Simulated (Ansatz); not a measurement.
Values for one crystal, relaxed and computed with plane-wave PAW r²SCAN (Ansatz code); other levels are named.

```yaml
volume_per_atom: 10.65 Å³
band_gap: 3.90 eV (direct)
Gap with spin–orbit coupling: 3.90 eV
mechanical_stability: stable (all eigenvalues of C positive)
Elastic constants (relaxed ions, GPa): C11 = 396, C12 = 137, C13 = 102, C14 = -1.2, C33 = 395, C44 = 114
HSE06 gap on the r²SCAN cell: 4.70 eV
debye_temperature_from_the_elastic_constants: 844 K
```

Task: Pick the material that matches.
(A) Al3GaN4, P3m1 (Pearson symbol hP8)
(B) Si3N4, Fd-3m (Si on 16c, Si on 8b, N on 32e)
(C) LuAlN2, Pna2_1 (Lu on 4a, Al on 4a, N on 4a, N on 4a)
(D) SrHfN2, Pna2_1 (Sr on 4a, Hf on 4a, N on 4a, N on 4a)

Result: A, Al3GaN4, P3m1 (Pearson symbol hP8)

The start of the workflow was typed in or built on a structure type; neither database checked (COD, Materials Project) lists it. Its standing as an ambient phase is unchecked. The r²SCAN relaxation kept the symmetry of its start; whether a distortion lowers the energy is not shown. Spin–orbit coupling is left out wherever it is not named.

Potentials: the earlier of the program's two PAW sets.
